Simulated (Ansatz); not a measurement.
Input, command and steps of an Ansatz relaxation.

```yaml
crystal:
  lattice:
    - [-3.1840305843, 3.1840305843, 2.9239134116]
    - [3.1840305843, -3.1840305843, 2.9239134116]
    - [3.1840305843, 3.1840305843, -2.9239134116]
  atoms:
    - { symbol: Zr, position: [0.6815552114, 0.1815552114, 0.8631104227] }
    - { symbol: Zr, position: [0.1815552114, 0.3184447886, 0.5] }
    - { symbol: Zr, position: [0.3184447886, 0.8184447886, 0.1368895773] }
    - { symbol: Zr, position: [0.8184447886, 0.6815552114, 0.5] }
    - { symbol: Fe, position: [0.25, 0.25, 0.0] }
    - { symbol: Fe, position: [0.75, 0.75, 0.0] }
basis:
  ecutwfc: 420
kpoints:
  mp_grid: { grid: [8, 8, 8] }
hamiltonian:
  xc: pbesol
scf:
  occupations: { method: gaussian, width: 0.1 }
output:
  forces: true
  stress: true
  eigenvalues: true
relax:
  adjacent_minimum: "off"
  f_tol: 0.01
  max_steps: 30
  cell: { stress_tol: 0.1, fix: [volume] }
```

```bash
ansatz run input.yaml --threads 1 --pin off --max-ram 2560MiB --backend cpu --events-out ev --progress --plain --runs-dir out
```

Method: DFT PBEsol, scalar-relativistic, plane waves, PAW in Ansatz.

The volume is held at 1.1 times that of the relaxed cell.

Of 4 frames 3 are shown, positions in Å and forces in eV/Å; the SCF threshold varies from step to step. Steps run on the plane waves of an earlier cell, with a Pulay correction in the pressure. The basis is chosen afresh for the last frame, the zero of the energies, and at times for earlier ones too; energy and pressure step there, also at an unchanged geometry. The mark taken_back stands on steps that the optimiser undid.

```xyz
6
Lattice="-3.1840 3.1840 2.9239 3.1840 -3.1840 2.9239 3.1840 3.1840 -2.9239" Properties=species:S:1:pos:R:3:forces:R:3 pbc="T T T" step=1 free_energy_over_end_meV_per_atom=0.41 pressure_GPa=-10.77
Zr    1.1562    4.3402    0.0000    0.0654    0.0654    0.0000
Zr    2.0279    1.1562    0.0000   -0.0654    0.0654    0.0000
Zr    2.0279   -1.1562    2.9239   -0.0654   -0.0654    0.0000
Zr    1.1562    2.0279    2.9239    0.0654   -0.0654    0.0000
Fe    0.0000    0.0000    1.4620    0.0000    0.0000    0.0000
Fe    0.0000    0.0000    4.3859    0.0000    0.0000    0.0000
6
Lattice="-3.1818 3.1818 2.9280 3.1818 -3.1818 2.9280 3.1818 3.1818 -2.9280" Properties=species:S:1:pos:R:3:forces:R:3 pbc="T T T" step=2 free_energy_over_end_meV_per_atom=7.61 pressure_GPa=-9.77 taken_back
Zr    1.2023    4.3841    0.0000   -0.2885   -0.2885    0.0000
Zr    1.9796    1.2023    0.0000    0.2885   -0.2885    0.0000
Zr    1.9796   -1.2023    2.9280    0.2885    0.2885    0.0000
Zr    1.2023    1.9796    2.9280   -0.2885    0.2885    0.0000
Fe    0.0000    0.0000    1.4640    0.0000    0.0000    0.0000
Fe    0.0000    0.0000    4.3920    0.0000    0.0000    0.0000
6
Lattice="-3.1806 3.1806 2.9303 3.1806 -3.1806 2.9303 3.1806 3.1806 -2.9303" Properties=species:S:1:pos:R:3:forces:R:3 pbc="T T T" step=4 free_energy_over_end_meV_per_atom=0.00 pressure_GPa=-10.58
Zr    1.1643    4.3449    0.0000   -0.0053   -0.0053    0.0000
Zr    2.0163    1.1643    0.0000    0.0053   -0.0053    0.0000
Zr    2.0163   -1.1643    2.9303    0.0053    0.0053    0.0000
Zr    1.1643    2.0163    2.9303   -0.0053    0.0053    0.0000
Fe    0.0000    0.0000    1.4651    0.0000    0.0000    0.0000
Fe    0.0000    0.0000    4.3954    0.0000    0.0000    0.0000
```

Time: 79 s on 1 thread of Arm Neoverse V2, with other jobs on the host, peak memory 0.55 GiB.

Spin polarisation was left out, and a magnetic state may lie lower.